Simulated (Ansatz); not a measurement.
Theory: DFT PBE, scalar-relativistic, plane waves, PAW in Ansatz 0.2.0. All cells share a 420 eV cutoff and Γ-centred k meshes spaced at most about 0.3 Å⁻¹ (about 0.25 or finer for metals, 2π included). No spin polarisation in the final relaxations.

All energies are static (0 K, no zero-point motion).

Two forms of Zr₃TiC₄ were relaxed alike.

1. Space group Pm-3m (No. 221), cubic, a = 4.631 Å. Around Zr lie 6 C at 2.32 Å, 4 Ti at 3.27 Å and 8 Zr at 3.27 Å; Ti is surrounded by 6 C at 2.32 Å and 12 Zr at 3.27 Å; C on a site of symmetry m-3m has 6 Zr at 2.32 Å; around C on a site of symmetry 4/mmm lie 2 Ti at 2.32 Å and 4 Zr at 2.32 Å.

2. Space group P4/mmm (No. 123), tetragonal, a = 3.280 Å, c = 9.233 Å. Zr on a site of symmetry 4mm is surrounded by 6 C at 2.24–2.37 Å and 4 Ti at 3.23 Å; Zr on a site of symmetry 4/mmm has 6 C at 2.32–2.40 Å; Ti is surrounded by 6 C at 2.22–2.32 Å and 8 Zr at 3.23 Å; C on a site of symmetry 4/mmm has 2 Zr at 2.24 Å and 4 Ti at 2.32 Å; C on a site of symmetry 4mm has 1 Ti at 2.22 Å and 5 Zr at 2.32–2.40 Å; 1 more site not described.

Task: Which arrangement of the elements on these sites is preferred, and by what margin?

Result: Cell 2 is lower, by 8 meV/atom. The two share one framework of sites and differ in which element sits where. Cell 1 has Zr and Ti ordered on rock salt sites, space group Pm-3m (No. 221), 12.4 Å³/atom and no gap on its mesh; cell 2 has Zr and Ti ordered on rock salt sites, space group P4/mmm (No. 123), 12.4 Å³/atom and no gap. Counting C atoms around Ti and Zr (those within 1.25 times the shortest such distance or 1.15 times the sum of covalent radii, 1.27 where that leaves under three), cell 1 and cell 2 both have Zr 6, Ti 6. Both come from invented guesses. A third cell relaxed alike, in Cmmm, lies 5 meV/atom below the lower of the two.

For metals, differences of a few meV/atom aren't resolved. Cells relaxed within their symmetry can be saddle points.
